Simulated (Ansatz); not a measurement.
# BAs, first-principles data

BAs:
```
BAs
1.0
    3.32894     0.00000     0.00000
   -1.66447     2.88295     0.00000
    0.00000     0.00000     5.51371
B As
2 2
Direct
  0.33333   0.66667   0.37453
  0.66667   0.33333   0.87453
  0.33333   0.66667   0.00047
  0.66667   0.33333   0.50047
```

Space group P6_3mc (No. 186), wurtzite; conventional cell a = b = 3.3289 Å, c = 5.5137 Å, α = β = 90.00°, γ = 120.00°.

Method: plane-wave PAW LDA (Ansatz code). The cell and atoms are relaxed at this level. Other levels are named where they apply.

### Cell and energy

Volume per atom: 13.23 Å³
Density: 5.38 g/cm³
Formation energy from the elements (no fitted shifts): -0.034 eV/atom

### Electronic structure

- Band gap = 1.05 eV (indirect)
- Valence-band maximum = at Γ
- Conduction-band minimum = at M (3 equivalent valleys)
- Smallest direct gap on the standard path = 2.31 eV
- Electron effective mass = 0.12, 1.2, 1.4 mₑ (principal values)
- Hole effective mass, band 1 of 2 at the edge = 0.53 along x, 0.52 along z (mₑ)
- Hole effective mass, band 2 of 2 at the edge = 0.16 along x, 0.52 along z (mₑ)

### Mechanics

* **Bulk modulus (Birch–Murnaghan fit)**: 147 GPa
* **Pressure derivative B′**: 4.1
* **Elastic constants (relaxed ions, GPa)**: C11 = 348, C12 = 61.3, C13 = 28.7, C33 = 394, C44 = 112
* **Mechanical stability**: stable (all eigenvalues of C positive)
* **Hill bulk and shear moduli**: 147 and 136 GPa
* **Young's modulus**: 312 GPa
* **Poisson's ratio**: 0.15
* **Debye temperature from the elastic constants**: 695 K
* **Piezoelectric stress constants (proper, relaxed ions, C/m²)**: e15 = e24 = -0.12, e31 = e32 = -0.16, e33 = 0.32

### Dielectric response

* **Electronic dielectric constant ε∞ (DFPT)**: 9.31 (xx = yy), 10.1 (zz)
* **Static dielectric constant ε0 (ions relaxed, cell fixed)**: 9.44 (xx = yy), 10.2 (zz)
* **Born charges (a third of the trace)**: B -0.56, As +0.56 e
* **Largest static χ(2) component**: 31 pm/V

### Phonons

Highest zone-centre frequency (without LO–TO term): 714 cm⁻¹
Zone-centre stability: no imaginary mode at Γ
Dynamical stability on the path: stable (no imaginary branch)
Zero-point energy: 82.3 meV/atom
Vibrational entropy at 300 K: 15.7 J/(K·mol of atoms)

The workflow started from a Materials Project entry (that database holds measured and hypothetical structures alike); the Crystallography Open Database copy checked does not list it. It is not the phase usual at ambient conditions (space group No. 216). The cell was relaxed with LDA under the symmetry of its start. Signs of piezoelectric constants follow the polarity of the cell as given. The references are the lowest solids computed at this level, not always the standard phases. Scalar-relativistic: spin–orbit coupling is off unless named, which matters more the heavier the elements.

Potentials: the later of the program's two PAW sets.
